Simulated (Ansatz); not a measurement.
Values for one crystal, relaxed and computed with DFT-r²SCAN in the program Ansatz with PAW potentials; other levels are named.

| Property | Value |
|---|---|
| Volume per atom | 22.88 Å³ |
| Electronic character | metallic (no gap) |
| Density of states at the Fermi level | 0.05 states/eV per atom (mean over ±0.08 eV) |
| Formation energy from the elements (no fitted shifts) | -0.63 eV/atom |

### Question
Pick the material that matches.
A) DyB2C2, P4/mbm (Dy on 2a, B on 4h, C on 4h)
B) Y3GaC, anti-perovskite
C) CuNi3N, anti-perovskite
D) TaSiPt, Pnma (Ta on 4c, Si on 4c, Pt on 4c)

### Answer
B, Y3GaC, anti-perovskite

Space group Pm-3m (anti-perovskite). The workflow started from a Materials Project entry (that database holds measured and hypothetical structures alike); the Crystallography Open Database copy checked does not list it. Its standing as an ambient phase is unchecked. The r²SCAN relaxation kept the symmetry of its start; its stability against distortions is not shown here. The run is not spin-polarised. The references are the lowest solids computed at this level, not always the standard phases. Spin–orbit coupling is left out wherever it is not named.

Potentials: the later of the program's two PAW sets.
